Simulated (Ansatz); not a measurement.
W:
```
W
1.0
    0.00000     1.98634     1.98634
    1.98634     0.00000     1.98634
    1.98634     1.98634     0.00000
W
1
Direct
  0.00000   0.00000   0.00000
```

Relaxed with LDA. Special points in fractions of this cell's reciprocal vectors: Γ (0.000, 0.000, 0.000); X (0.500, 0.000, 0.500); U (0.625, 0.250, 0.625); K (0.375, 0.375, 0.750); L (0.500, 0.500, 0.500); W (0.500, 0.250, 0.750).

### Question
List the band energies nearest the Fermi level at these points for plane-wave PAW LDA (Ansatz code).

### Answer
In eV from the Fermi level; about four levels below and three above (degenerate sets whole), none deeper than 8.9 eV; … stands for higher levels left out; points with the same levels are listed once.

```csv
k,below,above
Γ,-0.62 -0.62 -0.62,…
X,-5.78 -4.78,3.47 5.30 …
U,-4.60 -3.40,0.01 2.75 …
L,-5.81 -0.88 -0.88,0.95 …
W,-3.92 -2.05 -2.05,1.32 …
```

Space group Fm-3m (fcc (Cu type)). The workflow started from an entry of the Crystallography Open Database (COD), which files this formula under 6 space groups. It is not the phase usual at ambient conditions (space group No. 229). The LDA relaxation kept the symmetry of its start. At this level the phase is mechanically unstable. The run is not spin-polarised. Spin–orbit coupling is left out wherever it is not named.

Potentials: the later of the program's two PAW sets.
